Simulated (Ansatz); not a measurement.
**Profile along the Ba–O line in BaO (rock salt)**

BaO (rock salt), conventional cell a = b = c = 5.4899 Å, α = β = γ = 90.00°. The calculation uses the primitive cell of 2 atoms, to which meshes and values per cell refer.

Fields along a shortest Ba–O line of a {100} plane (2.74 Å), from Ba to O, interpolated on the slice's grid (step about 0.1 Å). The numbers are results of PBEsol (plane waves to 420 eV, PAW, scalar-relativistic; Ansatz, a program for electronic structure), not measurements. k mesh 10×10×10. These are valence fields of a PAW run, semicore shells included where kept as valence: close to a nucleus they are smooth pseudo fields. BaO was relaxed with its symmetry unable to fall.

```
distance from Ba (Å)  valence electron density (e/Å³)  electron localisation function
--------------------  -------------------------------  ------------------------------
0.00                                             0.19                               x
0.27                                             0.55                               x
0.55                                             1.30                            0.59
0.82                                             1.20                            0.85
1.10                                             0.56                            0.68
1.37                                             0.24                            0.15
1.64                                             0.27                            0.25
1.92                                             0.69                            0.74
2.19                                             2.41                            0.82
2.47                                             6.01                               x
2.74                                             7.57                               x
```

x: too close to a nucleus for the ELF to mean much.

Density on the Ba–O line (2.74 Å) at its density minimum, 1.5 Å from Ba: 0.22 e/Å³. ELF at that point: 0.1.
